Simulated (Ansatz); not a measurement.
A geometry of Cr away from equilibrium: step 2 of the relaxation of a relaxed Cr cell, doubled along one cell vector, shaken by Gaussian noise of σ = 0.08 Å a coordinate. All values below come from r2SCAN (plane waves to 500 eV, PAW, scalar-relativistic; Ansatz, a first-principles code). Γ-centred k-mesh 11×6×11 on the run's cell (coarser than for final values), Fermi–Dirac smearing 0.05 eV. The plane waves were selected for a different cell earlier on the path.

```
Cr
1.0
    2.94867    -0.00825    -0.01133
   -0.01650     5.86709    -0.05454
   -0.01133    -0.02727     2.94216
Cr
4
Direct
  0.98795   0.00485   0.98396
  0.00514   0.50011   0.99557
  0.50431   0.23723   0.49526
  0.48586   0.73339   0.47487
```
Spin-polarised start, with opposed moments on Cr.

Q: Give the Cartesian forces on all atoms (eV/Å).

A: 
```json
[
 {"atom": "Cr1", "Fx": "0.20", "Fy": "-0.82", "Fz": "0.06"},
 {"atom": "Cr2", "Fx": "-0.26", "Fy": "-0.43", "Fz": "-0.27"},
 {"atom": "Cr3", "Fx": "-0.21", "Fy": "0.46", "Fz": "-0.16"},
 {"atom": "Cr4", "Fx": "0.28", "Fy": "0.79", "Fz": "0.36"}
]
```

The path ends in Im-3m (No. 229) (bcc (W type)). Spin state reached: antiferromagnetic (net 0.00 μB/atom); other spin orders were not run from this start.
